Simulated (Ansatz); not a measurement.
HfRu:
```cif
data_HfRu
_chemical_formula_sum 'Ru1 Hf1'
_space_group_name_H-M_alt 'P 1'
_space_group_IT_number 1
_cell_length_a 3.23021
_cell_length_b 3.23021
_cell_length_c 3.23021
_cell_angle_alpha 90.000
_cell_angle_beta 90.000
_cell_angle_gamma 90.000
loop_
_space_group_symop_operation_xyz
  'x, y, z'
loop_
_atom_site_label
_atom_site_type_symbol
_atom_site_fract_x
_atom_site_fract_y
_atom_site_fract_z
_atom_site_occupancy
Ru1 Ru 0.50000 0.50000 0.50000 1
Hf1 Hf 0.00000 0.00000 0.00000 1
```

Relaxed with r²SCAN.

Question: Which orbitals make up the states near the Fermi level in the program Ansatz at the r²SCAN level (PAW)?

Answer: Within 0.5 eV of the Fermi level: Ru 4d 42 %, Hf 5d 41 %, outside the projected shells 9 %. Projections are on Löwdin-orthogonalised atomic valence shells; empty p or d shells of many metals are not among them.

Question: Tabulate the density of states.

Answer: States/eV per cell of 2 atoms, in 0.25 eV bins, energy from the Fermi level.

```tsv
E (eV)	total	Ru 4d	Hf 5d	Ru 5s
-7.85	0.08	0.00	0.00	0.03
-7.60	0.10	0.00	0.00	0.05
-7.35	0.13	0.00	0.00	0.06
-7.10	0.15	0.00	0.00	0.06
-6.85	0.18	0.00	0.00	0.07
-6.60	0.21	0.01	0.01	0.08
-6.35	0.24	0.01	0.01	0.10
-6.10	0.29	0.02	0.02	0.11
-5.85	0.34	0.03	0.03	0.12
-5.60	0.44	0.06	0.06	0.14
-5.35	1.07	0.38	0.22	0.17
-5.10	1.55	0.64	0.41	0.18
-4.85	1.88	0.87	0.54	0.16
-4.60	2.19	1.12	0.63	0.14
-4.35	2.32	1.40	0.67	0.11
-4.10	2.82	1.67	0.81	0.20
-3.85	2.12	1.21	0.70	0.12
-3.60	1.39	0.87	0.44	0.05
-3.35	3.66	2.84	0.71	0.03
-3.10	4.31	3.25	0.94	0.05
-2.85	2.77	2.04	0.62	0.04
-2.60	2.73	2.04	0.56	0.06
-2.35	3.27	2.48	0.55	0.13
-2.10	4.29	3.26	0.70	0.15
-1.85	2.68	1.75	0.63	0.10
-1.60	2.43	1.54	0.59	0.08
-1.35	1.89	1.13	0.49	0.06
-1.10	0.76	0.29	0.27	0.04
-0.85	0.53	0.19	0.18	0.03
-0.60	0.44	0.15	0.16	0.03
-0.35	0.38	0.12	0.15	0.02
-0.10	0.34	0.11	0.15	0.01
0.15	0.36	0.12	0.17	0.01
0.40	0.71	0.40	0.26	0.01
0.65	1.41	0.80	0.50	0.05
0.90	2.28	1.15	0.87	0.11
1.15	2.59	1.05	1.21	0.10
1.40	2.12	0.75	1.17	0.05
1.65	2.56	0.78	1.56	0.05
1.90	2.95	0.76	1.90	0.09
2.15	2.19	0.50	1.44	0.11
2.40	3.40	0.78	2.17	0.22
2.65	1.43	0.25	1.07	0.04
2.90	1.40	0.19	1.12	0.03
3.15	1.25	0.16	0.99	0.03
3.40	0.96	0.13	0.74	0.03
3.65	0.79	0.11	0.59	0.03
3.90	0.75	0.11	0.55	0.03
4.15	0.75	0.11	0.53	0.03
4.40	0.86	0.13	0.62	0.03
4.65	1.29	0.17	0.99	0.03
```

Space group Pm-3m (CsCl type). The workflow started from an entry of the Crystallography Open Database (COD). Its standing as an ambient phase is unchecked. The cell was relaxed with r²SCAN under the symmetry of its start; its stability against distortions is not shown here. No spin polarisation was allowed. Scalar-relativistic: spin–orbit coupling is off unless named, which matters more the heavier the elements.

Potentials: the later of the program's two PAW sets.
